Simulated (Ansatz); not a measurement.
AlIr (rock salt, Fm-3m) at seven volumes, DFT-PBEsol in the program Ansatz with PAW potentials, scaled uniformly. One row is withheld.

```tsv
V (Å³/atom)	P (GPa)
14.211	19.44
14.680	?
15.148	5.46
15.617	0.00
16.085	-4.65
16.554	-8.60
17.022	-11.96
```

**Question.** Fit the shown pressures and predict the withheld one.

**Answer.** Third-order Birch–Murnaghan: P = (3/2)B₀(x^(7/2) − x^(5/2))[1 + (3/4)(B′ − 4)(x − 1)] with x = (V₀/V)^(2/3). Least squares on the six rows gives V₀ = 15.617 Å³/atom, B₀ = 167.6 GPa, B′ = 4.38. At V = 14.680, x = 1.0421 and P = 11.88 GPa. The run itself gave 11.88 GPa.

The start of the workflow was typed in or built on a structure type; neither database checked (COD, Materials Project) lists it. Whether it is the stable phase at ambient conditions was not checked. The PBEsol relaxation kept the symmetry of its start. At this level the phase is mechanically unstable. No spin polarisation was allowed. Scalar-relativistic: spin–orbit coupling is off unless named, which matters more the heavier the elements.

Potentials: the earlier of the program's two PAW sets. The files were generated under PBE; for other functionals the program regenerates the frozen cores, and for LDA and PBEsol the local potential too.
